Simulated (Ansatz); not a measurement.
The relaxed structure here is a generated cell of Ga: the first start was made by placing the elements on the sites of a structure type, and the end was not matched to a known phase here, so it may be hypothetical. Known forms of Ga include space group No. 64.

One starting cell of Ga (a generated trial cell of Ga in the lonsdaleite structure type) was relaxed twice with Ansatz (plane waves, PAW, scalar-relativistic): with r2SCAN at 500 eV and with PBE at 420 eV. The r2SCAN result:

```
Ga
1.0
    4.35933     0.00000     0.00000
   -2.17966     3.77529     0.00000
    0.00000     0.00000     2.72278
Ga
2
Direct
  0.33333   0.66667   0.00000
  0.66667   0.33333   0.00000
```

```
quantity                          r2SCAN     PBE
--------------------------------  ------  ------
space group                       P6/mmm  P6/mmm
volume (Å³/atom)                   22.41       …
a (Å)                              4.359       …
c (Å)                              2.723       …
gap (eV, no spin-orbit coupling)    0.00       …
```

Problem. Fill in the PBE column.

Solution. 
- volume (Å³/atom), PBE: 23.70
- a (Å), PBE: 4.452
- c (Å), PBE: 2.762
- gap (eV, no spin-orbit coupling), PBE: 0.00

Both levels end in the same structure; PBE's volume is 5.8 % larger. Neither column is exact.

No spin polarisation in the result.

The run could not lower the symmetry of its start; a shaken copy of this end point relaxes with r2SCAN to Immm (No. 71), 0.13 eV/atom lower.

Ansatz is an electronic-structure program.
